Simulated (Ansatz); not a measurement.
Simulated powder pattern, Cu Kα, λ = 1.54184 Å (kinematic, ideal powder, no thermal factors, no anomalous dispersion; the 30 strongest lines at most, above 1 %, up to 2θ = 90°):

| 2θ (°) | I/Imax (%) |
|---|---|
| 40.81 | 100 |
| 47.48 | 48 |
| 69.41 | 29 |
| 83.76 | 35 |
| 88.42 | 10 |

The pattern belongs to a structure relaxed with DFT-PBE in the program Ansatz with PAW potentials.

Problem. Pick the material that matches.
(A) BN, P6_3mc (B on 2a, B on 2b, N on 2a, N on 2b)
(B) Rh, fcc (Cu type)
(C) Ce, fcc (Cu type)

Solution. B, Rh, fcc (Cu type)

Problem. Give the lattice parameters.

Solution. a = 3.830 Å.

Space group Fm-3m (fcc (Cu type)). Symmetry was held in the PBE relaxation. No spin polarisation was allowed.

Potentials: the later of the program's two PAW sets.
